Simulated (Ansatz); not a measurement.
The start is a generated cell, B6As placed in the AFLOW prototype A6B_hR7_166_g_a (as in CaC6). The cell and all atomic positions are relaxed at zero pressure with r2SCAN (plane waves to 500 eV, PAW, scalar-relativistic; Ansatz, a program for electronic structure). First-step values are on the input's coarse k-mesh.

Ansatz input (later rounds restart from its end on a renewed k-mesh):
Ansatz 0.2 input:
```yaml
crystal:
  lattice:
    - [2.0752868, 1.1981674, 4.3339073]
    - [-2.0752868, 1.1981674, 4.3339073]
    - [0, -2.3963348, 4.3339073]
  atoms:
    - { symbol: B, position: [0.16667, 0.83333, 0.5] }
    - { symbol: B, position: [0.5, 0.16667, 0.83333] }
    - { symbol: B, position: [0.83333, 0.5, 0.16667] }
    - { symbol: B, position: [0.83333, 0.16667, 0.5] }
    - { symbol: B, position: [0.5, 0.83333, 0.16667] }
    - { symbol: B, position: [0.16667, 0.5, 0.83333] }
    - { symbol: As, position: [0, 0, 0] }
basis: { ecutwfc: 500, ecutrho_ratio: 4, xc_grid: 4, fft_grid_basis: typed }
kpoints: { mp_grid: { grid: [7, 7, 7] } }
hamiltonian:
  xc: r2scan
  dispersion: none
  pseudopotentials: { kind: paw }
scf: { occupations: { method: fermi_dirac, width: 0.05 } }
relax: { f_tol: 0.01, max_steps: 100, cell: { stress_tol: 0.02 } }
output: { forces: true, stress: true }
```

| Item | Result |
|---|---|
| Initial pressure | +109 GPa (positive: the cell is compressed) |
| Largest initial force | about 0.1 eV/Å, on B1, B2, B3, B4, B5, B6 (atoms numbered as listed) |
| Outcome | The space group stays R-3m (No. 166) (the run could not lower it), with 7 atoms in the primitive cell |
| Volume change | +20.2 %, from 9.24 to 11.10 Å³/atom |
| Shortest distances (start → end) | The closest pairs of elements (up to four, under 3.6 Å), start → end: B–B 1.38 → 1.70 Å; As–B 2.57 → 2.42 Å |
| Band gap at the end | zero (metallic) |
| Optimiser moves | 15 |

Final values are on a 12×12×12 k-mesh of the relaxed cell. No spin polarisation in the result. The relaxed primitive cell holds an odd number of electrons. A magnetic state may lie lower.

The run could not lose the symmetry of its start.

The first start was generated by placing the elements on the sites of a structure type. Materials Project lists a structure of B6As in the same space group, R-3m (No. 166); the sites were not compared with it, nor with measured phases.
